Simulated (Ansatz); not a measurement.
Starting cell, AgCl (rock salt):

```
CELL_PARAMETERS angstrom
      0.00000     5.61150     5.61150
      2.80575     0.00000     2.80575
      2.80575     2.80575     0.00000
ATOMIC_POSITIONS crystal
  Cl 0.00000 0.00000 0.00000
  Cl 0.50000 0.00000 0.00000
  Ag 0.25000 0.50000 0.50000
  Ag 0.75000 0.50000 0.50000
```

A phonon eigenvector at L = (0.5, 0.0, 0.0) is frozen into this cell: atom i moves by Q times the vector below, so Q is the largest atomic displacement, in Å. The cell is held. (q is in reciprocal vectors of the primitive cell; the cell shown is doubled to hold the pattern.)

```tsv
atom	x	y	z
Cl1	-0.577	0.577	0.577
Cl2	0.577	-0.577	-0.577
```

Atoms not listed stay in place.

Calculation: PBE (plane waves to 420 eV, PAW, scalar-relativistic; Ansatz, a first-principles code). k mesh 5×10×10 (Γ-centred), Fermi-Dirac smearing 0.05 eV. Energies are smeared free energies. AgCl was relaxed with its symmetry unable to fall. The zero of ΔE is the undisplaced structure.

```csv
Q (Å),ΔE (meV/cell)
-0.1000,41.7
-0.0833,28.9
-0.0667,18.5
-0.0500,withheld
-0.0333,4.6
-0.0167,1.2
0.0000,0.0
0.0167,1.2
0.0333,4.6
0.0500,withheld
0.0667,18.5
0.0833,28.9
0.1000,41.7
```

Question: Fit an even polynomial form (powers 2, 4) to the given rows and predict ΔE at Q = 0.0500.

Answer: Least squares on the 11 given rows: ΔE = (4151)·Q² + (1875)·Q⁴, in meV/cell with Q in Å; root-mean-square residual 0.02 meV/cell. At 0.0500 the fit gives 10.4 meV/cell; the calculation gives 10.4 meV/cell, the same to the digits shown. The quadratic term alone would give 10.4 meV/cell.

(A displaced cell: forces are minus the slopes of the energy, force constants its curvatures, and phonons follow from these.)
